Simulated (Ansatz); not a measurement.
A geometry of AlCu away from equilibrium: step 3 of the relaxation of a relaxed AlCu cell displaced along its unstable phonon at q = (½, ½, 0) of its primitive reciprocal cell (72i cm⁻¹), largest move 0.15 Å. Computed with PBE (plane waves to 420 eV, PAW, scalar-relativistic; Ansatz, a quantum-chemistry and plane-wave program). Γ-centred k-mesh 10×10×6 on the run's cell (coarser than for final values), Fermi–Dirac smearing 0.05 eV. The plane waves were selected for a different cell earlier on the path.

```xyz
8
Lattice="6.4374 0.0804 0.0000 3.2589 3.2589 0.0000 0.0000 0.0000 5.2334" Properties=species:S:1:pos:R:3 pbc="T T T"
Cu     6.3004     1.3735     1.8950
Cu     3.3959     1.9658     1.8950
Cu     1.9256     0.1772     3.3384
Cu     4.5118    -0.0968     3.3384
Al     6.3112     1.4309     4.4461
Al     3.3851     1.9084     4.4461
Al     1.8682     0.1664     0.7873
Al     4.5692    -0.0860     0.7873
```

What forces act on the atoms (eV/Å)?


```json
[
 {"atom": "Cu1", "Fx": "-0.04", "Fy": "0.31", "Fz": "0.04"},
 {"atom": "Cu2", "Fx": "0.04", "Fy": "-0.31", "Fz": "0.04"},
 {"atom": "Cu3", "Fx": "-0.31", "Fy": "0.04", "Fz": "-0.04"},
 {"atom": "Cu4", "Fx": "0.31", "Fy": "-0.04", "Fz": "-0.04"},
 {"atom": "Al5", "Fx": "-0.05", "Fy": "0.15", "Fz": "0.03"},
 {"atom": "Al6", "Fx": "0.05", "Fy": "-0.15", "Fz": "0.03"},
 {"atom": "Al7", "Fx": "-0.15", "Fy": "0.05", "Fz": "-0.03"},
 {"atom": "Al8", "Fx": "0.15", "Fy": "-0.05", "Fz": "-0.03"}
]
```

The path ends in Pbcm (No. 57). No spin polarisation in the result.

The run could not lose the symmetry of its start: the end is stationary, and may be a saddle point rather than a minimum.

The end of the path is a generated cell of AlCu: the first start was made by placing the elements on the sites of a structure type, and the end was not matched to a known phase here, so it may be hypothetical.
